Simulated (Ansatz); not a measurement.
Input and command of a plane-wave DFT calculation in Ansatz:

```yaml
crystal:
  lattice:
    - [1.6170930752, 0.9336291223, 4.6085688806]
    - [-1.6170930752, 0.9336291223, 4.6085688806]
    - [0.0, -1.8672582446, 4.6085688806]
  atoms:
    - { symbol: Sn, position: [0.5, 0.5, 0.5] }
    - { symbol: O, position: [0.23717, 0.23717, 0.23717] }
    - { symbol: O, position: [0.76283, 0.76283, 0.76283] }
basis:
  ecutwfc: 420
kpoints:
  mp_grid: { grid: [12, 12, 12] }
hamiltonian:
  xc: lda
scf:
  occupations: { method: gaussian, width: 0.05 }
output:
  forces: true
  stress: true
  eigenvalues: true
```

```bash
ansatz run input.yaml --threads 1 --pin off --max-ram 2560MiB --backend cpu --events-out ev --progress --plain --runs-dir out
```

Processor: Intel(R) Xeon(R) Processor @ 2.50GHz (Skylake/Cascade Lake), 1 thread, on a host shared with other jobs.

Q: How long does it run, and how much memory does it take?

A: About 14 s on 1 thread of Intel(R) Xeon(R) Processor @ 2.50GHz (Skylake/Cascade Lake), with other jobs on the host, peak memory 0.41 GiB. It solves 17 bands at 189 k points (the mesh reduced by the symmetry that the task leaves, which can be less than the crystal's) with about 843 plane waves, in 6 SCF iterations.
